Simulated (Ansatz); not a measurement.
The elements of this relaxed trial crystal are hidden behind letters.

```
lattice vectors (Å)
  -3.1124    3.1124    3.5365
   3.1124   -3.1124    3.5365
   3.1124    3.1124   -3.5365
fractional positions
X 0.7500 0.2500 0.5000
X 0.2500 0.7500 0.5000
X 0.2757 0.2757 0.0000
X 0.7243 0.7243 0.0000
Z 0.0000 0.0000 0.0000
```

The calculation used DFT PBE, scalar-relativistic, plane waves, PAW in Ansatz 0.2.0. The final run on the 5-atom cell used 420 eV, a Γ-centred 8×8×8 mesh, 0.10 eV smearing and no spin polarisation.

```
Space group                              : I4/mmm (No. 139)
Conventional cell                        : a = 6.225 Å, c = 7.073 Å
Volume per atom                          : 27.41 Å³
Density                                  : 6.10 g/cm³
Energy over the elements                 : −0.11 eV/atom
Gap on the 8×8×8 mesh of the 5-atom cell : 0 eV (a metal)
```

Energies are uncorrected and count from the elements' standard states at the same level.

Question: X is a p-block element of period 5 and Z is a p-block element of period 2. Which elements are they?

Answer: X = Sb, Z = O, so the formula is Sb4O. Density times volume gives a mean mass of 6.10 × 27.41/1.6605 = 100.7 u per atom, and this set has 100.6 u. Among the elements that the hints allow, noble gases aside, only these give it. Sb on a site of symmetry -4m2 is surrounded by 4 Sb at 3.12 Å, 2 Sb at 3.54 Å and 4 O at 3.58 Å; Sb on a site of symmetry 4mm has 1 O at 1.95 Å and 5 Sb at 3.12–3.17 Å; around O lie 2 Sb at 1.95 Å and 8 Sb at 3.58 Å.

These runs have no spin–orbit coupling, which can matter for Sb. Symmetry constrained the relaxation, so the result can be a saddle point.
